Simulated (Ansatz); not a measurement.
A relaxation computed with Ansatz, from input to last step.

```yaml
crystal:
  lattice:
    - [8.4050723565, 0.0, 8.4050723565]
    - [8.4050723565, 8.4050723565, 0.0]
    - [0.0, 8.4050723565, 8.4050723565]
  atoms:
    - { symbol: As, position: [0.0040559581, -0.0013994649, -0.0013046434], spin: 0.2 }
    - { symbol: Ga, position: [0.0012460453, 0.3344418323, 0.0006230432] }
    - { symbol: Ga, position: [0.0012607928, 0.6638554745, 0.0006364754] }
    - { symbol: Ga, position: [0.3345885308, 0.0010178666, 0.0006117076] }
    - { symbol: Ga, position: [0.3335370761, 0.3332982505, -4.93373e-05] }
    - { symbol: Ga, position: [0.3345984462, 0.6638789495, 0.0006146337] }
    - { symbol: Ga, position: [0.6640551587, 0.0010361064, 0.0006271867] }
    - { symbol: Ga, position: [0.6640480054, 0.3343797506, 0.0006327983] }
    - { symbol: Ga, position: [0.6668745174, 0.6666443288, -5.02452e-05] }
    - { symbol: Ga, position: [0.0012482887, 0.0010203725, 0.3340051265] }
    - { symbol: Ga, position: [0.0005604228, 0.3333084355, 0.3329262398] }
    - { symbol: Ga, position: [0.001244733, 0.6638173597, 0.3340228652] }
    - { symbol: Ga, position: [0.33354635, 0.0003518312, 0.3328974325] }
    - { symbol: Ga, position: [0.3335413331, 0.3332992069, 0.332904861] }
    - { symbol: Ga, position: [0.333907536, 0.6664571736, 0.3332695306] }
    - { symbol: Ga, position: [0.664066817, 0.0010243857, 0.3339976867] }
    - { symbol: Ga, position: [0.6666971846, 0.3336806592, 0.3332714014] }
    - { symbol: Ga, position: [0.6666924257, 0.6664711042, 0.3332860187] }
    - { symbol: Ga, position: [0.001239027, 0.0010091988, 0.6634605138] }
    - { symbol: Ga, position: [0.0012476583, 0.3343983497, 0.6634394103] }
    - { symbol: Ga, position: [0.0005601872, 0.6666460935, 0.6662553933] }
    - { symbol: Ga, position: [0.334580276, 0.001031844, 0.6634889563] }
    - { symbol: Ga, position: [0.3339071966, 0.3336891505, 0.6660528425] }
    - { symbol: Ga, position: [0.333893843, 0.6664809057, 0.6660579815] }
    - { symbol: Ga, position: [0.6668750142, 0.0003319921, 0.6662499495] }
    - { symbol: Ga, position: [0.666697541, 0.3336848405, 0.6660416405] }
    - { symbol: Ga, position: [0.6668670446, 0.6666482526, 0.6662668885] }
    - { symbol: As, position: [0.2502825881, 0.2500757444, 0.2496692827] }
    - { symbol: As, position: [0.250626046, 0.5831025625, 0.2500126844] }
    - { symbol: As, position: [0.25063391, 0.9163578969, 0.2500033342] }
    - { symbol: As, position: [0.5833346212, 0.250408416, 0.2500139028] }
    - { symbol: As, position: [0.5836486598, 0.5834235323, 0.2496327257] }
    - { symbol: As, position: [0.5833352039, 0.91636567, 0.2500052697] }
    - { symbol: As, position: [0.916592461, 0.250404243, 0.2500063063] }
    - { symbol: As, position: [0.9165834853, 0.58310087, 0.250018759] }
    - { symbol: As, position: [0.912325244, 0.9135443609, 0.2604209273], spin: 0.2 }
    - { symbol: As, position: [0.2506282682, 0.250423128, 0.5827010468] }
    - { symbol: As, position: [0.2502384753, 0.5834351982, 0.5830161232] }
    - { symbol: As, position: [0.2506270378, 0.9163779356, 0.5827023157] }
    - { symbol: As, position: [0.5836515568, 0.2500137926, 0.5830164747] }
    - { symbol: As, position: [0.5836395047, 0.5834255203, 0.5830318936] }
    - { symbol: As, position: [0.5838006, 0.9165475891, 0.583209091] }
    - { symbol: As, position: [0.9165896198, 0.2503989606, 0.5827192761] }
    - { symbol: As, position: [0.9167569834, 0.5835943715, 0.5832118425] }
    - { symbol: As, position: [0.9167683464, 0.916550079, 0.58319849] }
    - { symbol: As, position: [0.2506302183, 0.2504086184, 0.9159473694] }
    - { symbol: As, position: [0.2506396155, 0.583101935, 0.9159555084] }
    - { symbol: As, position: [0.2575556853, 0.9135152286, 0.9134784434], spin: 0.2 }
    - { symbol: As, position: [0.5833268068, 0.2504153273, 0.9159428962] }
    - { symbol: As, position: [0.5838109411, 0.583592379, 0.9161673477] }
    - { symbol: As, position: [0.5838090693, 0.9165434063, 0.9161471784] }
    - { symbol: As, position: [0.9145402567, 0.2613779771, 0.9114427365], spin: 0.2 }
    - { symbol: As, position: [0.9167668112, 0.5836309716, 0.9161548406] }
    - { symbol: As, position: [0.9172758439, 0.9147800871, 0.9092425756], spin: 0.2 }
  host:
    lattice:
      - [0.0, 2.8016907855, 2.8016907855]
      - [2.8016907855, 0.0, 2.8016907855]
      - [2.8016907855, 2.8016907855, 0.0]
    atoms:
      - { symbol: Ga, position: [0.0, 0.0, 0.0] }
      - { symbol: As, position: [0.75, 0.75, 0.75] }
total_charge: 1
basis:
  ecutwfc: 420
  xc_grid: 2
kpoints:
  mp_grid: { grid: [2, 2, 2], shift: [0.0, 0.0, 0.0] }
hamiltonian:
  xc: lda
scf:
  occupations: { method: gaussian, width: 0.02 }
output:
  forces: true
  stress: false
  eigenvalues: true
  populations: true
  charged_corrections:
    defect_position: [0.0, 0.0, 0.0]
    epsilon: [[15.8256, 0.0, 0.0], [0.0, 15.8256, 0.0], [0.0, 0.0, 15.8256]]
  write_density: true
  write_potential: true
  elf: true
  volumetric_format: npy
magnetization:
  spin_polarized: true
relax:
  adjacent_minimum: "off"
  f_tol: 0.025
  max_steps: 45
```

```bash
ansatz run input.yaml --threads 8 --pin off --max-ram 20480MiB --backend cpu --events-out ev --progress --plain --runs-dir out
```

Method: Ansatz, DFT LDA, scalar-relativistic, plane waves, PAW.

The cell holds a point defect: As on a Ga site (a), charge +1.

Of 6 frames 3 are shown, positions in Å and forces in eV/Å; the SCF threshold varies from step to step.

```xyz
54
Lattice="8.4051 0.0000 8.4051 8.4051 8.4051 0.0000 0.0000 8.4051 8.4051" Properties=species:S:1:pos:R:3:forces:R:3 pbc="T T T" step=1 free_energy_over_end_meV_per_atom=0.96
As    0.0223   -0.0227    0.0231   -0.2136    0.3430   -0.2685
Ga    2.8215    2.8162    0.0157    0.0618    0.0588    0.2070
Ga    5.5903    5.5851    0.0159    0.0136   -0.0172    0.1462
Ga    2.8208    0.0137    2.8174   -0.0082    0.1643   -0.0004
Ga    5.6048    2.8010    2.8030   -0.0199    0.0317    0.0301
Ga    8.3923    5.5851    2.8175   -0.2341   -0.0635    0.0588
Ga    5.5901    0.0140    5.5867    0.0826    0.0991    0.0603
Ga    8.3919    2.8158    5.5867   -0.1743    0.0065   -0.0057
Ga   11.2083    5.6028    5.6047   -0.0363    0.0342    0.0420
Ga    0.0191    2.8159    2.8178    0.1450    0.0225    0.0162
Ga    2.8062    5.5998    2.8030    0.0259   -0.0288    0.0326
Ga    5.5899    8.3869    2.8179   -0.0305   -0.1397    0.0239
Ga    2.8064    2.8010    5.6015    0.0245    0.0383   -0.0235
Ga    5.6048    5.5995    5.6015   -0.0331   -0.0308   -0.0255
Ga    8.4081    8.4028    5.6077   -0.0028    0.0026    0.0190
Ga    5.5901    2.8159    8.3888   -0.0716    0.0726   -0.2322
Ga    8.4082    5.6058    8.4048   -0.0009    0.0162    0.0026
Ga   11.2053    8.4030    8.4049   -0.0178    0.0014    0.0037
Ga    0.0189    5.5849    5.5868    0.3345   -0.1796   -0.1677
Ga    2.8211    8.3869    5.5867    0.0911   -0.2119   -0.0830
Ga    5.6079   11.2031    5.6046    0.0324   -0.0362    0.0290
Ga    2.8208    5.5853    8.3888    0.0399   -0.0509   -0.1984
Ga    5.6112    8.4029    8.4047    0.0179   -0.0008   -0.0026
Ga    8.4082   11.2001    8.4047    0.0010   -0.0155   -0.0004
Ga    5.6079    5.6027   11.2050    0.0411    0.0289   -0.0358
Ga    8.4083    8.4028   11.2018    0.0021   -0.0003   -0.0147
Ga   11.2083   11.2032   11.2051   -0.0283   -0.0427   -0.0335
As    4.2055    4.2004    4.2021    0.0005   -0.0015   -0.0011
As    7.0075    7.0024    4.2079    0.0309    0.0333   -0.0052
As    9.8087    9.8034    4.2079   -0.0340   -0.0326   -0.0076
As    7.0077    4.2061    7.0044    0.0311   -0.0032    0.0279
As    9.8093    7.0019    7.0038    0.0051   -0.0049   -0.0064
As   12.6051    9.8034    7.0043    0.0119   -0.0420    0.0331
As    9.8087    4.2060    9.8053   -0.0289   -0.0046   -0.0303
As   12.6050    7.0024    9.8054    0.0138    0.0341   -0.0400
As   15.3466    9.8673    9.8570    0.1724   -0.1836    0.0320
As    4.2114    7.0025    7.0042    0.0055    0.0244    0.0262
As    7.0071    9.8041    7.0036   -0.0045    0.0043   -0.0044
As    9.8088   12.5999    7.0042   -0.0074   -0.0257    0.0115
As    7.0070    7.0017    9.8059   -0.0053   -0.0043    0.0044
As    9.8093    9.8042    9.8060    0.0050    0.0050    0.0036
As   12.6105   12.6056    9.8088   -0.0235    0.0210    0.1371
As    9.8086    7.0024   12.6018   -0.0179    0.0215   -0.0125
As   12.6106    9.8071   12.6073   -0.0078    0.1241    0.0043
As   15.4092   12.6055   12.6073   -0.1308    0.0136    0.0125
As    4.2113    9.8033    9.8052    0.0035   -0.0269   -0.0244
As    7.0077   12.5997    9.8053    0.0124   -0.0193   -0.0122
As    9.8429   15.3560    9.8426    0.2066   -0.0371    0.0995
As    7.0077    9.8033   12.6015    0.0256   -0.0264   -0.0015
As    9.8121   12.6056   12.6074    0.1411    0.0031   -0.0248
As   12.6106   15.4039   12.6072    0.0053   -0.1439   -0.0130
As    9.8837    9.8576   15.3475   -0.2372   -0.1593    0.1460
As   12.6110   12.6058   15.4058    0.0206    0.0015   -0.1305
As   15.3986   15.3310   15.3520   -0.2362    0.3277    0.1962
54
Lattice="8.4051 0.0000 8.4051 8.4051 8.4051 0.0000 0.0000 8.4051 8.4051" Properties=species:S:1:pos:R:3:forces:R:3 pbc="T T T" step=3 free_energy_over_end_meV_per_atom=0.01
As   -0.0084    0.0161    0.0090   -0.0060    0.0013    0.0005
Ga    2.8245    2.8160    0.0291    0.0042    0.0025   -0.0008
Ga    5.5906    5.5819    0.0322   -0.0013    0.0032   -0.0023
Ga    2.8220    0.0285    2.8165   -0.0044   -0.0060   -0.0046
Ga    5.6052    2.8000    2.8043    0.0022   -0.0051   -0.0005
Ga    8.3770    5.5846    2.8156    0.0021    0.0020    0.0006
Ga    5.5898    0.0282    5.5844    0.0016   -0.0076    0.0040
Ga    8.3794    2.8172    5.5834    0.0053    0.0014   -0.0028
Ga   11.2067    5.6048    5.6060    0.0039   -0.0021   -0.0019
Ga    0.0320    2.8251    2.8285   -0.0044    0.0011    0.0022
Ga    2.8116    5.5932    2.8023   -0.0012    0.0002   -0.0044
Ga    5.5814    8.3730    2.8287   -0.0034    0.0011    0.0011
Ga    2.8119    2.7986    5.5977    0.0018   -0.0069    0.0013
Ga    5.6068    5.5931    5.5980    0.0057   -0.0012    0.0028
Ga    8.4094    8.4012    5.6116    0.0007    0.0011    0.0026
Ga    5.5832    2.8232    8.3792   -0.0071    0.0039    0.0039
Ga    8.4101    5.6082    8.4046   -0.0015    0.0029   -0.0018
Ga   11.2025    8.4008    8.4046    0.0001    0.0020   -0.0025
Ga    0.0396    5.5824    5.5857    0.0070   -0.0082   -0.0107
Ga    2.8279    8.3649    5.5807    0.0047   -0.0028   -0.0039
Ga    5.6124   11.1997    5.6095    0.0004    0.0004    0.0025
Ga    2.8251    5.5803    8.3664   -0.0016    0.0047    0.0023
Ga    5.6171    8.4009    8.4038    0.0014    0.0026    0.0017
Ga    8.4103   11.1945    8.4037   -0.0026   -0.0048    0.0014
Ga    5.6116    5.6072   11.2015   -0.0005    0.0014    0.0021
Ga    8.4110    8.4002   11.1969   -0.0047    0.0044   -0.0007
Ga   11.2039   11.2000   11.2009   -0.0015   -0.0006    0.0003
As    4.2085    4.1969    4.2011   -0.0017    0.0022   -0.0003
As    7.0094    7.0025    4.2130   -0.0009    0.0006    0.0009
As    9.8078    9.8012    4.2123   -0.0012    0.0023    0.0023
As    7.0104    4.2078    7.0070   -0.0010    0.0030   -0.0005
As    9.8104    7.0005    7.0034   -0.0022    0.0012    0.0033
As   12.6027    9.8012    7.0073   -0.0037    0.0024   -0.0001
As    9.8078    4.2080    9.8038    0.0017    0.0031    0.0019
As   12.6017    7.0031    9.8050   -0.0032   -0.0020    0.0026
As   15.3513    9.8632    9.8715   -0.0011    0.0072   -0.0059
As    4.2227    6.9996    7.0021    0.0008    0.0008   -0.0016
As    7.0093    9.8018    7.0038    0.0015   -0.0005    0.0000
As    9.8114   12.5883    7.0017   -0.0039    0.0017    0.0005
As    7.0095    7.0009    9.8044    0.0032   -0.0001   -0.0020
As    9.8102    9.8016    9.8043   -0.0011   -0.0016   -0.0011
As   12.6051   12.6112    9.8172    0.0055   -0.0042   -0.0032
As    9.8116    6.9989   12.5919   -0.0005   -0.0007    0.0001
As   12.6069    9.8164   12.6115   -0.0018    0.0010    0.0036
As   15.4013   12.6115   12.6136    0.0001    0.0008    0.0017
As    4.2189    9.8011    9.8033    0.0029    0.0022   -0.0019
As    7.0098   12.5909    9.8043    0.0006   -0.0013   -0.0022
As    9.8514   15.3636    9.8342    0.0120   -0.0065    0.0042
As    7.0112    9.8004   12.5952   -0.0004    0.0021   -0.0057
As    9.8178   12.6070   12.6033   -0.0044   -0.0071    0.0063
As   12.6107   15.3990   12.6049    0.0050    0.0041    0.0037
As    9.8608    9.8391   15.3578   -0.0070   -0.0030    0.0036
As   12.6133   12.6056   15.4005   -0.0022   -0.0035    0.0004
As   15.3788   15.3611   15.3658    0.0024    0.0050   -0.0031
54
Lattice="8.4051 0.0000 8.4051 8.4051 8.4051 0.0000 0.0000 8.4051 8.4051" Properties=species:S:1:pos:R:3:forces:R:3 pbc="T T T" step=6 free_energy_over_end_meV_per_atom=0.00
As   -0.0129    0.0139    0.0168    0.0021   -0.0012   -0.0011
Ga    2.8222    2.8140    0.0297   -0.0006   -0.0002    0.0011
Ga    5.5923    5.5844    0.0296    0.0000   -0.0005    0.0008
Ga    2.8222    0.0272    2.8163    0.0008    0.0014    0.0009
Ga    5.6055    2.8009    2.8030   -0.0004    0.0011   -0.0001
Ga    8.3790    5.5840    2.8166   -0.0007   -0.0003    0.0000
Ga    5.5927    0.0273    5.5868   -0.0005    0.0018   -0.0006
Ga    8.3789    2.8139    5.5865   -0.0021   -0.0001    0.0004
Ga   11.2081    5.6034    5.6057   -0.0004    0.0001    0.0003
Ga    0.0294    2.8271    2.8293   -0.0004   -0.0004   -0.0006
Ga    2.8127    5.5935    2.7991    0.0008    0.0001    0.0005
Ga    5.5791    8.3770    2.8293    0.0008    0.0010   -0.0004
Ga    2.8128    2.7970    5.5957   -0.0004    0.0007   -0.0003
Ga    5.6095    5.5935    5.5957   -0.0007    0.0005   -0.0010
Ga    8.4101    8.4014    5.6112   -0.0003   -0.0002   -0.0002
Ga    5.5789    2.8273    8.3789    0.0014   -0.0009    0.0003
Ga    8.4100    5.6091    8.4035    0.0004   -0.0006    0.0002
Ga   11.2024    8.4015    8.4035    0.0000   -0.0005    0.0005
Ga    0.0446    5.5792    5.5813   -0.0014    0.0016    0.0019
Ga    2.8269    8.3621    5.5818   -0.0009    0.0000    0.0007
Ga    5.6116   11.1998    5.6115   -0.0003   -0.0001   -0.0002
Ga    2.8271    5.5795    8.3644    0.0001   -0.0006   -0.0002
Ga    5.6173    8.4016    8.4038   -0.0004    0.0000   -0.0003
Ga    8.4099   11.1941    8.4038    0.0000    0.0007    0.0000
Ga    5.6116    5.6093   11.2022    0.0002    0.0001   -0.0003
Ga    8.4097    8.4017   11.1964    0.0008   -0.0005    0.0005
Ga   11.2022   11.1998   11.2021    0.0000    0.0000    0.0002
As    4.2086    4.1977    4.1999    0.0002    0.0001   -0.0001
As    7.0099    7.0047    4.2105    0.0003   -0.0004    0.0004
As    9.8068    9.8014    4.2105    0.0000   -0.0001   -0.0002
As    7.0099    4.2084    7.0068    0.0005   -0.0004    0.0000
As    9.8111    7.0004    7.0026   -0.0001    0.0002   -0.0003
As   12.6030    9.8015    7.0067    0.0007   -0.0006    0.0003
As    9.8067    4.2084    9.8037   -0.0001   -0.0004   -0.0004
As   12.6030    7.0046    9.8037    0.0002    0.0001   -0.0007
As   15.3465    9.8700    9.8718   -0.0019    0.0008    0.0025
As    4.2251    6.9988    7.0010   -0.0003   -0.0003    0.0002
As    7.0099    9.8014    7.0036    0.0003   -0.0001    0.0002
As    9.8127   12.5864    7.0011    0.0013   -0.0007   -0.0008
As    7.0099    7.0014    9.8038   -0.0004   -0.0001    0.0000
As    9.8101    9.8015    9.8038   -0.0001    0.0003   -0.0003
As   12.6040   12.6125    9.8196   -0.0012    0.0010    0.0000
As    9.8127    6.9989   12.5885    0.0000    0.0000    0.0003
As   12.6038    9.8172   12.6150    0.0006   -0.0001   -0.0005
As   15.3992   12.6125   12.6148    0.0003   -0.0003    0.0000
As    4.2191    9.8011    9.8034   -0.0002   -0.0002   -0.0002
As    7.0104   12.5925    9.8033   -0.0006   -0.0010    0.0009
As    9.8565   15.3597    9.8342   -0.0010    0.0014   -0.0018
As    7.0102    9.8012   12.5945    0.0006   -0.0002    0.0008
As    9.8162   12.6041   12.6070    0.0007    0.0013   -0.0016
As   12.6124   15.4004   12.6068   -0.0008   -0.0008   -0.0008
As    9.8560    9.8315   15.3627    0.0008   -0.0022    0.0001
As   12.6121   12.6043   15.4026    0.0010    0.0005   -0.0002
As   15.3853   15.3602   15.3625    0.0015   -0.0008   -0.0006
```

Time: 14 min on 8 threads of Intel(R) Xeon(R) Platinum 8259CL CPU @ 2.50GHz (Skylake/Cascade Lake), on a shared host, peak memory 15 GiB.